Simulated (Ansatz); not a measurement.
Ansatz (a program for electronic structure) input:

Ansatz 0.2 input:
```yaml
crystal:
  lattice:
    - [3.2923479635, 0.0, 0.0]
    - [-1.6461739818, 2.8512569745, 0.0]
    - [0.0, 0.0, 4.1369463737]
  atoms:
    - { symbol: Al, position: [0.3333333333, 0.6666666667, 0.75] }
    - { symbol: Al, position: [0.6666666667, 0.3333333333, 0.25] }
    - { symbol: N, position: [0.3333333333, 0.6666666667, 0.25] }
    - { symbol: N, position: [0.6666666667, 0.3333333333, 0.75] }
kpoints:
  mp_grid: { grid: [7, 7, 5] }
hamiltonian:
  xc: hse06
  pseudopotentials: { kind: paw }
scf:
  n_extra_bands: 6
  occupations: { method: fixed }
output:
  eigenvalues: true
  eigenstates:
    e_range: [-9.0, 14.0]
    kpoints:
      - [0.0, 0.0, 0.0]  # VBM
      - [0.0, 0.0, 0.0]  # CBM
      - [0.0, 0.0, 0.0]  # GAMMA
      - [0.0, 0.0, 0.5]  # A
      - [0.3333333333, 0.3333333333, 0.0]  # K
      - [0.3333333333, 0.3333333333, 0.5]  # H
      - [0.5, 0.0, 0.0]  # M
      - [0.5, 0.0, 0.5]  # L
```

Output (shortened):

```
Pseudopotential: Al, paw, valence charge 3
Pseudopotential: N, paw, valence charge 5
Functional definition: HSE06
davidson cushion auto → on  (no smearing: the cushion is to keep the highest requested band from converging to the state above it …
Crystal: 4 atoms, lattice volume = 38.835 Å³
Basis set: ecut = 420 eV, 745 PW (Γ)
Bands: 14, of which v1, the nominal top of the filled ones, is band 8 counted from 1 (7 counted from 0)
Symmetry: 24 space group operations
Space group: P63/mmc (ITA 194), of the structure as read, at distance tolerance 3.4e-5 Å
k-points: 24 of 245
SCF iter   1: F=—  HF=-1848.031474 eV  |F-HF|=—  |Δ(HF+E_count)|=         —  Δρ=2.68e-3  dr2=2.28e-3  ethr=1.77e-3  ⟨swp⟩=7.7  Hψ=1785  notcnv=0
preconditioner: auto → none
SCF iter   2: F=-1848.031638 eV  HF=-1848.031751 eV  |F-HF|=1.12e-4  |Δ(HF+E_count)|=   2.77e-4  Δρ=1.16e-3  dr2=3.16e-4  ethr=1.42e-5  ⟨swp⟩=4.6  Hψ=1201  notcnv=0  defer=3
SCF 1 stopped early in 2 iterations: F = -1848.031638 eV  dr2 = 3.16e-4
Crystal: 4 atoms, lattice volume = 38.835 Å³
Exchange kernel: α = 0.2500, screened, ω = 0.2079 Å⁻¹, Wigner–Seitz truncation, v(0) = 1046.2953 eV·Å³, q-mesh 7×7×5, nearest image of the exchange supercell L …
Frozen-core exchange: fock
SCF iter   1: F=—  HF=-1848.994563 eV  |F-HF|=—  |Δ(HF+E_count)|=         —  Δρ=6.97e-3  dr2=7.91e-3  ethr=1.98e-5  ⟨swp⟩=6.6  Hψ=1632  notcnv=0
preconditioner: auto → none
SCF iter   2: F=—  HF=-1848.991495 eV  |F-HF|=—  |Δ(HF+E_count)|=   3.07e-3  Δρ=2.95e-3  dr2=2.21e-3  ethr=1.98e-5  ⟨swp⟩=2.0  Hψ=769  notcnv=0
iter 3 solved again at ethr=5.81e-7 eV; its pass at ethr=9.34e-6 eV (dr2=9.29e-5 eV) is discarded
SCF iter   3: F=—  HF=-1848.990808 eV  |F-HF|=—  |Δ(HF+E_count)|=   6.87e-4  Δρ=5.62e-4  dr2=5.53e-4  ethr=5.81e-7  ⟨swp⟩=4.0  Hψ=1738  notcnv=0  defer=2
SCF iter   4: F=—  HF=-1848.995575 eV  |F-HF|=—  |Δ(HF+E_count)|=   4.77e-3  Δρ=4.95e-4  dr2=9.33e-5  ethr=5.81e-7  ⟨swp⟩=4.3  Hψ=1334  notcnv=0
SCF iter   5: F=—  HF=-1848.995551 eV  |F-HF|=—  |Δ(HF+E_count)|=   2.40e-5  Δρ=5.46e-5  dr2=8.49e-6  ethr=5.45e-7  ⟨swp⟩=2.0  Hψ=769  notcnv=0
SCF iter   6: F=—  HF=-1848.995607 eV  |F-HF|=—  |Δ(HF+E_count)|=   5.63e-5  Δρ=1.13e-4  dr2=6.20e-6  ethr=3.30e-9  ⟨swp⟩=5.0  Hψ=1416  notcnv=0  defer=3
SCF iter   7: F=-1848.995605 eV  HF=-1848.995605 eV  |F-HF|=1.25e-8  |Δ(HF+E_count)|=   1.98e-6  Δρ=7.67e-6  dr2=2.60e-7  ethr=3.30e-9  ⟨swp⟩=4.0  Hψ=1212  notcnv=0
SCF 2 stopped early in 7 iterations: F = -1848.995605 eV  dr2 = 2.60e-7
hybrid outer 1: dexx = +5.325e-3 eV, tail = 6.13e-6 eV
Crystal: 4 atoms, lattice volume = 38.835 Å³
Exchange kernel: α = 0.2500, screened, ω = 0.2079 Å⁻¹, Wigner–Seitz truncation, v(0) = 1046.2953 eV·Å³, q-mesh 7×7×5, nearest image of the exchange supercell L …
Frozen-core exchange: fock
SCF iter   1: F=—  HF=-1848.995623 eV  |F-HF|=—  |Δ(HF+E_count)|=         —  Δρ=2.21e-5  dr2=5.57e-8  ethr=1.91e-7  ⟨swp⟩=3.2  Hψ=851  notcnv=0
preconditioner: auto → none
SCF iter   2: F=-1848.995623 eV  HF=-1848.995623 eV  |F-HF|=3.52e-9  |Δ(HF+E_count)|=   3.98e-8  Δρ=6.35e-6  dr2=1.27e-8  ethr=3.09e-10  ⟨swp⟩=4.6  Hψ=1312  notcnv=0
SCF 3 converged in 2 iterations: F = -1848.995623 eV  dr2 = 1.27e-8
hybrid outer 2: dexx = +5.589e-8 eV, tail = 3.15e-8 eV, Δε = 8.88e-4 eV (about 6.85e-5 eV left of the loop's levels)
the search or the solves at the SCF's close seem to have found levels that the self-consistency loop had missed (the run counts 1) …
NSCF: frozen V_eff on 8 k-points
hybrid SCF converged: 2 outer / 9 inner (+2 warm-up), last move |dexx| = 5.59e-8 eV, tail = 3.15e-8 eV
Stability not checked (fock_operator)
Free energy (F): -1848.995623 eV
Frozen-core exchange: fock
Harris-Foulkes:  -1848.995623 eV  (|F-HF|=3.52e-9)
Internal energy: -1848.995623 eV  (E = F + TS)
E sigma→0 (E₀):  -1848.995623 eV
Fermi energy:    8.445117 eV
--- Per-component energies (eV) ---
  E_band       = 21.181685
  E_kinetic    = 323.827298
  E_local      = -429.370571  (includes V_loc(G=0)·N_el)
  E_nonlocal   = 107.318859
  E_hartree    = 153.421969
  E_xc         = -166.269541
  E_vxc        = -175.354741  (∫ρ·V_xc dr)
  E_exx        = -36.137197  (= α·E_x^exact, valence–valence)
  E_paw        = -1193.419155  (= ΣΔE_a)
  E_vpaw       = -39.808379  (= ΣTr[D̂ρ^β])
  E_aug_tail   = 0.000193  (compensation charges beyond the density's cutoff)
  E_ewald      = -608.233489
  E_core_change = -0.133989  (= ΣΔE_core)
  E_smearing   =  0.000000  (= −TS)
  E_closure    =  0.000000  (closes the sum)
  Σ components = -1848.995623   (vs F -1848.995623, Δ=-2.27e-13)
  [band-id]    e_kinetic+e_local+e_nonlocal+2·e_hartree+e_vxc+2·e_exx+e_vpaw+e_augmentation_tail = 21.182204   (vs E_band 21.181685, Δ=5.18e-4)
--- Band table (eV; the first three rows and the last of 24) ---
  k-point 0: bands = ["-10.1006", "-6.1138", "0.8842", "4.8421", "4.8421", "6.7030", "6.7030", "8.4451", "13.1837", "14.4421", "18.3212", "18.3212", "21.5995", "21.5995"]
  k-point 1: bands = ["-9.8338", "-6.7116", "1.6480", "5.0026", "5.0026", "6.5098", "6.5098", "7.4339", "13.9692", "14.8875", "18.0373", "18.0373", "20.5206", "20.5206"]
  k-point 2: bands = ["-9.0676", "-7.9248", "3.3855", "5.4401", "5.4401", "5.4539", "6.0167", "6.0167", "15.2550", "15.6700", "18.1031", "18.1031", "18.9998", "18.9998"]
  k-point 23: bands = ["-7.3315", "-7.0565", "0.9527", "1.1734", "2.5725", "3.7789", "7.0620", "7.4917", "16.3245", "16.5053", "18.3697", "19.0841", "20.8349", "22.2403"]
```

Cost: very roughly 50 core-seconds on shared cores.

The points marked VBM and CBM come from a semilocal run.

Space group P6_3/mmc. The first step of the workflow began from a Materials Project structure, measured or hypothetical; the Crystallography Open Database copy checked does not list it. It is not the phase usual at ambient conditions (space group No. 186, 216). The r²SCAN relaxation kept the symmetry of its start; its stability against distortions is not shown here.

Potentials: the later of the program's two PAW sets.

Ansatz is a plane-wave DFT program.
